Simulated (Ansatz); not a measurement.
The numbers come from plane-wave PAW DFT (Ansatz): r2SCAN, no spin polarisation, 500 eV, 7×7×7 Γ-centred k points, fermi-dirac occupations (width 0.0275 eV). Nothing was relaxed.

Computed maps in the lattice plane spanned by b (left to right, 5.81 Å, 18 points from zero) and c (bottom to top, 5.81 Å, 18 points from zero), 60° apart, at height 0.250 along a. The fields are smooth PAW ones with compensation charges, not the true ones near nuclei.

Valence density. Digits on a logarithmic scale: 0 up to 0.03 e/Å³, each further digit a factor of 1.6, 9 from 1.3 e/Å³ up:
```
566654333346665555
678986432357998655
579999642358999865
569999963347999985
457999975346899996
445799975444689996
433568765444467876
433345554444444554
455544333344433333
567876422345553223
578998642356776433
589889864357999643
479857986458999964
468975897446999985
446898898535799996
434689987533579986
433467876533456776
444444555444445565
```

ELF. Ten even steps from '0' (0.00) to '9' (0.88):
```
147741000026762100
269997200158998410
179889720159988841
159737961038954882
128966982015985896
205899983111699997
100488873111158986
000014541011113552
135420010001100110
489996100013321000
699999820147886200
599427981058999720
299200796048967971
069700299218963894
118972499404897897
202899999500589997
100169998300025764
112102564101211121
```

The cell is Ba2MnMoO6. Which atoms lie within 0.2 Å of this plane, and where (fractions of b and c)?

Ba at (0.25, 0.25), O at (0.77, 0.23), O at (0.77, 0.77), O at (0.23, 0.77). The whole cell:
```yaml
crystal:
  lattice:
    - [0.00000, 4.10825, 4.10825]
    - [4.10825, 0.00000, 4.10825]
    - [4.10825, 4.10825, 0.00000]
  atoms:
    - { symbol: Ba, position: [0.25000, 0.25000, 0.25000] }
    - { symbol: Ba, position: [0.75000, 0.75000, 0.75000] }
    - { symbol: Mo, position: [0.00000, 0.00000, 0.00000] }
    - { symbol: O, position: [0.76820, 0.23180, 0.23180] }
    - { symbol: O, position: [0.23180, 0.76820, 0.23180] }
    - { symbol: O, position: [0.23180, 0.76820, 0.76820] }
    - { symbol: O, position: [0.76820, 0.23180, 0.76820] }
    - { symbol: O, position: [0.23180, 0.23180, 0.76820] }
    - { symbol: O, position: [0.76820, 0.76820, 0.23180] }
    - { symbol: Mn, position: [0.50000, 0.50000, 0.50000] }
```

Origin: a known structure type with other elements, at an estimated volume, so it need not be a known compound. Caveats: no spin polarisation, so a magnetic state may lie lower; atoms or cell far from equilibrium.
